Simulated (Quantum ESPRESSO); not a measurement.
# Planted mistakes on one cell of AlGeSiSN3

These are calculations, not measurements. They come from pw.x of Quantum ESPRESSO 7.5, a plane-wave density functional program, with PseudoDojo standard norm-conserving files (v0.5 for PBE, v0.4.1 for LDA and PBEsol). The cells are made up: elements, strain and atom displacements were drawn at random, and nothing was relaxed. There is no spin polarisation, spin-orbit coupling or dispersion term.

The cell has 8 sites of a zincblende or diamond lattice. Sites 1 to 4 hold Al Ge Si empty; sites 5 to 8 hold S N N N. Cell vectors in Å: (4.493, 0.033, -0.020); (0.033, 4.513, 0.053); (-0.020, 0.053, 4.601). Settings: PBE, cutoff 1143 eV, 4 x 4 x 4 k mesh shifted by half a step, Fermi-Dirac smearing of 0.025 eV.

The intended run has a self-consistency threshold of 1e-07 eV, a smearing term of 0.000 eV, a pressure of 2.56 GPa and 12 iterations. Each further run changes one thing: all lengths scaled by 1.0153; atoms of sites 1 and 8 exchanged; cutoff 822 eV; files of PBEsol; k mesh 2 x 2 x 2; one electron added; smearing 0.83 eV; threshold 0.07 eV. A coarse mesh keeps the shift, and a charged cell sits in a uniform background.

| run | change of free energy (eV) | smearing term -TS (eV) | change of P (GPa) | largest change of a force component (eV/Å) | iterations |
| --- | --- | --- | --- | --- | --- |
| A | 9.922 | -0.004 | 24.75 | 0.845 | 12 |
| B | 9.667 | -0.005 | 23.17 | 12.032 | 13 |
| C | 5.229 | 0.000 | -3.85 | 0.168 | 12 |
| D | -1.049 | -3.182 | 3.51 | 0.683 | 12 |
| E | 0.015 | 0.000 | -6.01 | 0.636 | 12 |
| F | 0.002 | 0.000 | -0.35 | 0.197 | 6 |
| G | 0.588 | 0.000 | -10.54 | 0.016 | 12 |
| H | 0.284 | 0.000 | 0.40 | 0.152 | 13 |

A rerun of the intended cell at 1437 eV and k mesh 6 x 6 x 6 moved values by no more than 0.003 eV in the cell's energy, 0.02 GPa in stress and 0.003 eV/Å in force.

Question: which change belongs to which run?

## Worked reading

Run F has the fewest iterations, as a run stopped early does. Run D has the largest smearing term, as wide smearing gives. Run G has a higher energy and the largest fall in pressure, as too small a basis gives. Run E changes the volume by a factor of 1.0466; minus its pressure change over the logarithm of that factor, 132 GPa, is a rough bulk modulus with clamped atoms. Energies from files of another functional, or of a charged cell, have another zero and say nothing on stability; the pressure of a charged cell rests on the program's zero of potential too.

## Key

```
run                            change
  A                one electron added
  B  atoms of sites 1 and 8 exchanged
  C                   files of PBEsol
  D                  smearing 0.83 eV
  E      all lengths scaled by 1.0153
  F                 threshold 0.07 eV
  G                     cutoff 822 eV
  H                  k mesh 2 x 2 x 2
```